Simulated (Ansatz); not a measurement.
**TlPtAu: reading a single point**

```
CELL_PARAMETERS angstrom
2.18537 3.78519 0.00000
-4.37075 0.00000 0.00000
0.00000 0.00000 15.72463
ATOMIC_POSITIONS crystal
Pt 0.00000 0.00000 0.00000
Pt 0.00000 0.00000 0.50000
Tl 0.66667 0.33333 0.10958
Tl 0.33333 0.66667 0.60958
Tl 0.66667 0.33333 0.39042
Tl 0.33333 0.66667 0.89042
Au 0.66667 0.33333 0.65955
Au 0.33333 0.66667 0.15955
Au 0.66667 0.33333 0.84045
Au 0.33333 0.66667 0.34045
Pt 0.00000 0.00000 0.25000
Pt 0.00000 0.00000 0.75000
```

Method: r2SCAN, no spin polarisation; PAW, plane waves to 500 eV, 9×9×3 Γ-centred mesh, fermi-dirac occupations (width 0.0445 eV) (Ansatz 0.2.0), atoms fixed.

At the Fermi level: It is a metal, with about 4.5 states/eV a cell as the mean within 0.25 eV of the Fermi level, mostly Pt d (32 %), Tl p (25 %) and Pt s (13 %).
Formation energy: 0.36 eV an atom against the elements' usual phases (free molecules for gases, crystals otherwise, with no correction for O₂ or N₂), so at this geometry it isn't bound against them. Relaxing would lower it.
Stress: The pressure is -3.2 GPa (compression positive), so with the atoms held at these fractions the cell would first shrink; the forces are large, so a full relaxation may end otherwise. The principal stresses -8.5, -0.5, -0.5 GPa differ, so its shape would change too.
Forces: The largest is on Tl3 (and as large on other atoms): 1.65 eV/Å, components (0.00, 0.00, -1.65). It makes 107° with the line to a nearest neighbour, Au8 at 2.64 Å.

Origin: a known structure type with other elements, at an estimated volume, so it need not be a known compound. Caveats: atoms or cell far from equilibrium.
